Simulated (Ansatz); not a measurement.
Computed properties of OsN$_{2}$

OsN2:
```
CELL_PARAMETERS angstrom
      2.76368     0.00000     0.00000
     -1.38184     2.39341     0.00000
      0.00000     0.00000     4.89187
ATOMIC_POSITIONS crystal
  Os 0.00000 0.00000 0.00000
  N  0.00000 0.00000 0.38342
  N  0.00000 0.00000 0.61658
```

Space group P6/mmm (No. 191); conventional cell a = b = 2.764 Å, c = 4.892 Å, α = β = 90.00°, γ = 120.00°.

Method: LDA (plane waves, PAW; program Ansatz). The cell and atoms are relaxed at this level. Other levels are named where they apply.

### Cell and energy

```yaml
volume_per_atom: 10.79 Å³
density: 11.20 g/cm³
Formation energy from the elements (no fitted shifts): 0.041 eV/atom
```

### Electronic structure

```yaml
electronic_character: metallic (no gap)
Density of states at the Fermi level: 0.33 states/eV per atom (mean over ±0.08 eV)
```

### Mechanics

```yaml
Bulk modulus (Birch–Murnaghan fit): 204 GPa
Pressure derivative B′: 5.5
Elastic constants (relaxed ions, GPa): C11 = 337, C12 = 117, C13 = 22.0, C33 = 1660, C44 = 45.4
mechanical_stability: stable (all eigenvalues of C positive)
hill_bulk_and_shear_moduli: 250 and 131 GPa
Young's modulus: 335 GPa
Poisson's ratio: 0.28
debye_temperature_from_the_elastic_constants: 514 K
```

### Phonons

```yaml
highest_zone_centre_frequency: 2096 cm^-1
zone_centre_stability: no imaginary mode at Γ
```

The first step of the workflow began from a Materials Project structure, measured or hypothetical; the Crystallography Open Database copy checked does not list it. Its standing as an ambient phase is unchecked. The cell was relaxed with LDA under the symmetry of its start. The run is not spin-polarised. As this level gives no gap, shear constants depend on the k-mesh and smearing (Fermi–Dirac, 0.1 eV here). As this level gives no gap, phonon frequencies hold no LO–TO term and depend on the k-mesh and smearing (Fermi–Dirac, 0.1 eV here). The references are the lowest solids computed at this level, not always the standard phases (solids in place of the gases). Scalar-relativistic: spin–orbit coupling is off unless named, which matters more the heavier the elements.

Potentials: the later of the program's two PAW sets.
